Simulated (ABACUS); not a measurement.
Band structure of MgZn₃O₄ (Cm, 8 atoms in the cell; from Materials Project mp-1221958, lattice scaled a little).

```
MgZn3O4
1.0
    5.86009    -1.61680     0.00000
    5.86009     1.61680     0.00000
   -2.65407     0.00000     4.90795
Mg Zn O
1 3 4
Cartesian
  0.50354   0.00000   4.51531
  7.69388   0.00000   2.04023
  3.64848   0.00000   4.07458
 10.82846   0.00000   1.64465
 -1.21493   0.00000   3.57740
  5.94829   0.00000   1.10478
  9.10655   0.00000   0.68711
  1.90820   0.00000   3.15532
```

Computed with ABACUS with LDA (PW92), numerical atomic orbitals DZP (confined pseudo-atomic orbitals with Gaussian additions; energy shift 0.003 Ry), PseudoDojo 0.4 standard norm-conserving LDA (tails mended) pseudopotentials.

Settings: basis = DZP numerical atomic orbitals, energy shift 0.003 Ry; KPT = Gamma 6 6 4 0 0 0; basis_type = lcao; dft_functional = PWLDA; ecutwfc = 100 Ry; smearing_method = fixed; potentials = PseudoDojo 0.4 standard norm-conserving LDA (tails mended); symmetry = 1; symmetry_prec = 1e-05; nbands = 53; ks_solver = genelpa; scf_nmax = 100; scf_thr = 1.0e-07; mixing_type = broyden.

The atom-centred basis is finite, which shifts total energies, pressures, gaps and forces against plane waves. The structure comes from a collection of computed structures, made at another level of theory; the collection holds predicted forms beside known ones. Its lattice was then scaled.

Q: Predict the gap along the standard path and the places of the band edges.

A: The gap along the path is 1.39 eV, direct at Γ to within 0.01 eV.

Points are given in units of this cell's reciprocal vectors. Levels in eV from the top of the valence band on the SCF mesh, bands 44 to 48:
```
point           44     45     46     47    48
-----------  -----  -----  -----  -----  ----
X (0 0.5 0)  -1.54  -1.48  -1.13  -0.87  6.30
Γ (0 0 0)    -0.82  -0.07  -0.02   0.00  1.39
```

Higher empty bands are left out: an atom-centred basis made for the valence describes them poorly.

The atomic orbitals were generated for these runs; they are not ABACUS's published sets and were checked against plane waves on a few crystals only.

“Tails mended”: in these copies of the files the far tail of each local potential was reset to the Coulomb form.
